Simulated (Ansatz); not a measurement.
Where the states of O lie

```cif
data_structure
_symmetry_space_group_name_H-M 'P 1'
_symmetry_Int_Tables_number 1
_cell_length_a 2.5610
_cell_length_b 2.5610
_cell_length_c 6.5750
_cell_angle_alpha 90.000
_cell_angle_beta 90.000
_cell_angle_gamma 120.000
_cell_volume 37.35
loop_
_atom_site_label
_atom_site_type_symbol
_atom_site_fract_x
_atom_site_fract_y
_atom_site_fract_z
_atom_site_occupancy
O1 O 0.33333 0.66667 0.16100 1
O2 O 0.66667 0.33333 0.66100 1
O3 O 0.33333 0.66667 0.33900 1
O4 O 0.66667 0.33333 0.83900 1
```

The runs use the primitive cell with vectors (2.561, 0.000, 0.000), (-1.280, 2.218, 0.000), (0.000, 0.000, 6.575) Å, to which the k mesh refers.

The cell comes from COD entry 9017498, which wasn't checked; take it as a given geometry.

Solid oxygen carries moments on its molecules; these runs leave spin out.

Method: DFT, PBEsol, all-electron LAPW, scalar-relativistic in Ansatz 0.2.0.

Sampling and basis: a Γ-centred 13×13×5 k mesh, Fermi–Dirac smearing of 0.03 eV, basis error target 1 meV/atom, no spin polarisation.

States per eV and cell, averaged over 0.6 eV, from -2.2 to 1.8 eV, with energies (bin centres) from the Fermi level; empty bins are left out. 

```tsv
E (eV)	total
-2.0	0.89
-1.4	2.72
-0.8	1.55
-0.2	1.92
0.4	3.39
1.0	2.86
1.6	0.01
```
